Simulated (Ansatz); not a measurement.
Starting cell, TiN (rock salt):

```
CELL_PARAMETERS angstrom
      0.00000     4.24692     4.24692
      2.12346     2.12346     4.24692
      2.12346     2.12346     0.00000
ATOMIC_POSITIONS crystal
  N  0.00000 0.00000 0.00000
  N  0.50000 0.00000 0.00000
  Ti 0.00000 0.50000 0.50000
  Ti 0.50000 0.50000 0.50000
```

The atoms are displaced by Q × the pattern below (from a DFPT mode at X = (0.5, 0.5, 0.0), largest move 1; Q in Å), at fixed cell. (q is in reciprocal vectors of the primitive cell; the cell shown is doubled to hold the pattern.)

```csv
atom,x,y,z
N1,0.000,0.000,1.000
N2,0.000,0.000,-1.000
Ti3,0.000,0.000,-0.058
Ti4,0.000,0.000,0.058
```

These are PBE (plane waves to 420 eV, PAW, scalar-relativistic; Ansatz, an electronic-structure program) values and carry that method's errors. k mesh 19×19×19 (Γ-centred), Fermi-Dirac smearing 0.05 eV. With partly filled bands, energies and forces of such displacements shift with the k mesh and the smearing. TiN is run without spin polarisation. TiN was relaxed with its symmetry unable to fall. 

```tsv
Q (Å)	−dE/dQ from forces (eV/Å)
-0.100	3.120
-0.083	2.586
-0.067	2.060
-0.050	1.541
-0.033	1.026
-0.017	0.513
0.000	0.000
0.017	-0.513
0.033	-1.026
0.050	-1.541
0.067	-2.060
0.083	-2.586
0.100	-3.120
```

**Question.** What harmonic wavenumber does the curvature at Q = 0 give?

**Answer.** 543 cm⁻¹. E″ = 30.75 eV/Å², M = Σ mᵢ|uᵢ|² = 28.3 u, ν̃ = 521.5·√(|E″|/M).

(A displaced cell: forces are minus the slopes of the energy, force constants its curvatures, and phonons follow from these.)
